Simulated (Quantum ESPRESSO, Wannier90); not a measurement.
# Wannier functions of PbSe (Cmcm)

```yaml
crystal:
  lattice:
    - [4.30975, 0.00000, 0.00000]
    - [0.00000, 0.00000, -4.45049]
    - [-2.15488, 6.13394, 0.00000]
  atoms:
    - { symbol: Pb, position: [0.36824, 0.25000, 0.73648] }
    - { symbol: Pb, position: [0.63176, 0.75000, 0.26352] }
    - { symbol: Se, position: [0.13871, 0.25000, 0.27742] }
    - { symbol: Se, position: [0.86129, 0.75000, 0.72258] }
```

Structure: Materials Project mp-1063670, symmetrised, not relaxed again. Not found in the COD (Crystallography Open Database) copy used, which has the formula in other groups; not checked further. Method: PBEsol plane waves in Quantum ESPRESSO 7.5 (PseudoDojo norm-conserving files, 69 Ry, no spin polarisation, no spin-orbit coupling), Bloch states on a 6×6×6 mesh through Γ, Wannier90 4.0.1. Density: 8×8×8 mesh, Gaussian smearing 0.01 Ry. Spin-orbit coupling is left out although heavy elements are present.

The plane-wave run has 46 bands and 60 electrons a cell. On the energy scale of pw.x, whose zero is arbitrary, the valence-band maximum lies at 8.53 eV.

Isolated groups of bands, relative to the valence-band maximum (bands from 31 on overlap up to the last one computed):

```json
[
 {"bands": "1–10", "from (eV)": "-46.85", "to (eV)": "-46.84", "filling": "filled", "weight on atomic waves": "Se 3d 100 %"},
 {"bands": "11–20", "from (eV)": "-16.50", "to (eV)": "-16.32", "filling": "filled", "weight on atomic waves": "Pb 5d 99 %"},
 {"bands": "21–22", "from (eV)": "-13.09", "to (eV)": "-11.60", "filling": "filled", "weight on atomic waves": "Se 4s 79 %, Pb 6p 13 %, Pb 6s 6 %"},
 {"bands": "23–24", "from (eV)": "-8.47", "to (eV)": "-6.24", "filling": "filled", "weight on atomic waves": "Pb 6s 75 %, Se 4p 16 %, Se 4s 8 %"},
 {"bands": "25–30", "from (eV)": "-4.30", "to (eV)": "-0.02", "filling": "filled", "weight on atomic waves": "Se 4p 69 %, Pb 6p 24 %, Pb 6s 5 %"}
]
```

Input w.win, without the blocks of cell, atoms and k-points (216 lines):

```
num_bands = 26
num_wann = 16
exclude_bands = 1-20
num_iter = 1000
conv_tol = 1.0e-6
conv_window = 4
dis_num_iter = 1000
dis_conv_tol = 1.0e-6
dis_froz_max = 14.82
write_hr = true
write_u_matrices = true
begin projections
f=0.37689,0.25133,-0.25623: s;p
f=-0.35824,-0.24815,0.26142: s;p
f=0.13515,0.24179,0.27188: s;p
f=-0.12660,-0.24903,-0.27590: s;p
end projections
mp_grid = 6 6 6
```

wannier90.x stops with:
```
dis_windows: More states in the frozen window than target WFs
```
At some k-point more bands lie below dis_froz_max than there are Wannier functions, and every frozen state has to fit into the subspace. Mended as below, all else unchanged, the run goes through (Ω_I = 24.2 Å²) and follows the plane-wave bands to 3.4 meV rms (states up to 1.8 eV relative to the valence-band maximum).
```
dis_froz_max = 10.82
```
